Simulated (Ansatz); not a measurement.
Data:

TiAl:
Space group P-6m2 (No. 187); a = b = 2.8120 Å, c = 4.5914 Å, α = β = 90.00°, γ = 120.00°

| atom | site | symmetry | x | y | z |
|---|---|---|---|---|---|
| Ti | 1a | -6m2 | 0.0000 | 0.0000 | 0.0000 |
| Al | 1d | -6m2 | 0.3333 | 0.6667 | 0.5000 |

This is the LDA-relaxed structure.

Task: All from LDA (plane waves, PAW; program Ansatz), unless another level is named. Give the highest zone-centre frequency.

Result: 345 cm⁻¹.

Task: Predict the Debye temperature from the elastic constants.

Result: 404 K.

The workflow started from a Materials Project entry (that database holds measured and hypothetical structures alike); the Crystallography Open Database copy checked does not list it. With Ti and Al taken as one species the cell has the higher symmetry P6_3/mmc, so it may be an ordered model of a mixed-site phase. It is not the phase usual at ambient conditions (space group No. 123). Symmetry was held in the LDA relaxation; its stability against distortions is not shown here. No spin polarisation was allowed. As this level gives no gap, shear constants depend on the k-mesh and smearing (Fermi–Dirac, 0.1 eV here). As this level gives no gap, phonon frequencies hold no LO–TO term and depend on the k-mesh and smearing (Fermi–Dirac, 0.1 eV here). Axis ratios of metals converge slowly with the k-mesh, so a and c are less sure than the volume. On the denser mesh and wider smearing of the elastic run this cell carries a stress of 0.4 GPa.

Potentials: the later of the program's two PAW sets.
